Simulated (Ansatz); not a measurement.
The cell of ZnCdC₄N₄ is invented: two interpenetrating cyanide-bridged diamond nets (P-43m, No. 215). The dimensions are guesses.

```cif
data_structure
_symmetry_space_group_name_H-M 'P-43m'
_symmetry_Int_Tables_number 215
_cell_length_a 5.9865
_cell_length_b 5.9865
_cell_length_c 5.9865
_cell_angle_alpha 90.000
_cell_angle_beta 90.000
_cell_angle_gamma 90.000
_cell_volume 214.55
loop_
_atom_site_label
_atom_site_type_symbol
_atom_site_symmetry_multiplicity
_atom_site_Wyckoff_symbol
_atom_site_fract_x
_atom_site_fract_y
_atom_site_fract_z
_atom_site_occupancy
Zn1 Zn 1 a 0.00000 0.00000 0.00000 1
Cd1 Cd 1 b 0.50000 0.50000 0.50000 1
C1 C 4 e 0.18488 0.18488 0.18488 1
N1 N 4 e 0.29771 0.29771 0.29771 1
```

All numbers below come from DFT PBE, scalar-relativistic, plane waves, PAW (Ansatz). Cutoff 420 eV, Gaussian smearing, Γ-centred meshes. Cell and atoms relax first on a coarse mesh and then on a converged one. In between, the cell is made exact in the group found at 0.06 Å. The steps can't lower the symmetry of their start. No spin polarisation.

A guess keeps its type if space group and coordination stay and the shape of the cell changes little (axis ratios within about 15 %, angles within 6°); the volume may change.

Task: Does it keep its structure type, or change into something else?

Result: It keeps its type. The symmetry stays P-43m (No. 215). The volume per atom grows by 10.6 %, from 21.5 to 23.7 Å³. The shortest distance goes from 1.17 Å (C–N) to 1.16 Å (C–N). Counting neighbours within 15 % of an atom's shortest distance, the start has C 1, Cd 4, N 1, Zn 4 and the end C 1, Cd 4, N 1, Zn 4.

Formation energies are uncorrected and refer to the elements' standard structures at the same level (N₂ as a molecule).

Task: At what energy does it end?

Result: +0.284 eV/atom. It can't be a ground state, since the elements alone are lower.

The last run used a 4×4×4 mesh for its 10-atom cell and Gaussian smearing of 0.02 eV. The reference form of C is held partly by dispersion forces, which this level lacks. A structure relaxed within its symmetry needn't be a true minimum.
